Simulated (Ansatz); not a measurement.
Here is an unrelaxed guess for ZrIn2F6.

```
CELL_PARAMETERS angstrom
5.55254 0.00000 0.00000
0.00000 5.55254 0.00000
0.00000 0.00000 3.92624
ATOMIC_POSITIONS crystal
Zr 0.00000 0.00000 0.00000
In 0.50000 0.00000 0.50000
In 0.00000 0.50000 0.50000
F 0.24475 0.75525 0.00000
F 0.24475 0.24475 0.00000
F 0.00000 0.00000 0.50000
F 0.75525 0.24475 0.00000
F 0.75525 0.75525 0.00000
F 0.50000 0.50000 0.50000
```

Method: DFT PBE, scalar-relativistic, plane waves, PAW in Ansatz. Settings: cutoff 420 eV, Γ-centred mesh 4×4×4 on the computed 9-atom cell, Gaussian smearing of 0.10 eV; no spin polarisation.

Formation energies are uncorrected and refer to the elements' standard structures at the same level (F₂ as a molecule).

Question: What does a single point on this coarse mesh give?

Answer: The pressure is 25.9 GPa (the mean over three directions, positive in compression), the largest force is 1.27 eV/Å, and the energy is −2.26 eV/atom against the elements. The shortest distance is 1.92 Å.

Question: How much does it gain on relaxing, and where does it end?

Answer: Relaxing gains about 0.29 eV/atom in 18 ionic steps and ends at −2.546 eV/atom on the finer mesh. The symmetry stays P4/mmm (No. 123). The volume per atom grows by 43.2 %, from 13.4 to 19.3 Å³. The shortest distance goes from 1.92 Å (Zr–F) to 1.97 Å (Zr–F). Conventional cell: a = 6.251 Å, c = 4.436 Å. Zr has 4 F at 1.97 Å and 2 F at 2.22 Å; In has 12 F at 3.13–3.14 Å (long against covalent radii, as for large ions); F on a site of symmetry m2m has 1 Zr at 1.97 Å, 2 F at 2.79 Å, 2 F at 2.97 Å, 4 In at 3.14 Å and 4 F at 3.31–3.47 Å; 2 more sites not described.

The last run used a 6×6×6 mesh for its 9-atom cell and Gaussian smearing of 0.02 eV. The relaxation can't lower the symmetry of the start. A structure relaxed within its symmetry needn't be a true minimum.
